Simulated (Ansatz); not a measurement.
The start is a generated trial cell of Al2O3 in the AFLOW prototype A3B2_hR5_155_e_c (D5_e, as in Ni3S2). The cell and all atomic positions are relaxed at zero pressure with r2SCAN (plane waves to 500 eV, PAW, scalar-relativistic; Ansatz, a program for electronic structure). First-step values are on the input's coarse k-mesh.

Ansatz input (later rounds restart from its end on a renewed k-mesh):
Ansatz 0.2 input:
```yaml
crystal:
  lattice:
    - [2.4616029, 1.4212071, 2.0365222]
    - [-2.4616029, 1.4212071, 2.0365222]
    - [0, -2.8424142, 2.0365222]
  atoms:
    - { symbol: O, position: [0.2449, 0.7551, 0.5] }
    - { symbol: O, position: [0.5, 0.2449, 0.7551] }
    - { symbol: O, position: [0.7551, 0.5, 0.2449] }
    - { symbol: Al, position: [0.2521, 0.2521, 0.2521] }
    - { symbol: Al, position: [0.7479, 0.7479, 0.7479] }
basis: { ecutwfc: 500, ecutrho_ratio: 4, xc_grid: 4, fft_grid_basis: typed }
kpoints: { mp_grid: { grid: [7, 7, 7] } }
hamiltonian:
  xc: r2scan
  dispersion: none
  pseudopotentials: { azcp: { folder: ./paw }, kind: paw }
scf: { occupations: { method: fermi_dirac, width: 0.05 } }
relax: { f_tol: 0.01, max_steps: 100, cell: { stress_tol: 0.02 } }
output: { forces: true, stress: true }
```

- Initial pressure = +21.1 GPa (positive: the cell is compressed)
- Largest initial force = 3.38 eV/Å, on O1, O2, O3 (atoms numbered as listed)
- Outcome = The space group stays R32 (No. 155) (the run could not lower it), with 5 atoms in the primitive cell
- Volume change = +4.2 %, from 8.55 to 8.91 Å³/atom
- Shortest distances (start → end) = The closest pairs of elements (up to four, under 3.6 Å), start → end: Al–O 1.94 → 1.88 Å; O–O 2.14 → 2.38 Å; Al–Al 3.01 → 2.73 Å
- Band gap at the end = 4.44 eV, indirect (valence top at 71 % of the way from Γ to T, conduction bottom at Γ) (no spin-orbit coupling)
- Optimiser moves = 10

Final structure:

Space group R32, hexagonal axes (No. 155); a = 4.665 Å, b = 4.665 Å, c = 7.091 Å, α = 90.00°, β = 90.00°, γ = 120.00°

```json
[
 {"atom": "O", "site": "9e", "symmetry": ".2", "x": "0.3032", "y": "0.3032", "z": "0.5000"},
 {"atom": "Al", "site": "6c", "symmetry": "3.", "x": "0.0000", "y": "0.0000", "z": "0.3001"}
]
```
(The calculation used a cell of 5 atoms; values per cell refer to that cell.)

Final values are on a 9×9×9 k-mesh of the relaxed cell. No spin polarisation in the result.

The run could not lose the symmetry of its start; a randomly shaken copy of 10 atoms returns to this structure.

The relaxed structure here is a generated cell of Al2O3: the first start was made by placing the elements on the sites of a structure type, and the end was not matched to a known phase here, so it may be hypothetical. Known forms of Al2O3 include space group No. 167.
